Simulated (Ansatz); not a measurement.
AgI (wurtzite)

```
CELL_PARAMETERS angstrom
      4.68522     0.00000     0.00000
     -2.34261     4.05752     0.00000
      0.00000     0.00000     7.66214
ATOMIC_POSITIONS crystal
  Ag 0.66667 0.33333 0.00005
  Ag 0.33333 0.66667 0.50005
  I  0.66667 0.33333 0.62515
  I  0.33333 0.66667 0.12515
```

Two coordinates are scanned: the volume, and the ratio of the stretch along z (the conventional c axis) to the stretch across it. Atoms keep their fractional coordinates.

Level of theory: PBE (plane waves to 420 eV, PAW, scalar-relativistic; Ansatz, a program for electronic structure). k mesh 8×8×5 (Γ-centred), Fermi-Dirac smearing 0.05 eV. Compression counts positive. As the atoms are clamped, bonds stretch with the cell, which overstates energies and stresses. AgI was relaxed with its symmetry unable to fall. Spin-orbit coupling is left out, though I is heavy.

At one point of the scan the stress tensor (GPa) is:

```
   1.87     0.00     0.00
   0.00     1.87     0.00
   0.00     0.00     0.06
```

### Question
Which point is it?
A. V/V₀ = 0.980, (c/a)/(c/a)₀ = 1.040
B. V/V₀ = 0.980, (c/a)/(c/a)₀ = 1.080
C. V/V₀ = 0.960, (c/a)/(c/a)₀ = 1.040
D. V/V₀ = 1.020, (c/a)/(c/a)₀ = 1.080

### Answer
C, V/V₀ = 0.960, (c/a)/(c/a)₀ = 1.040

(Under strain, the slope of the energy per volume gives the stress and its curvature an elastic modulus.)
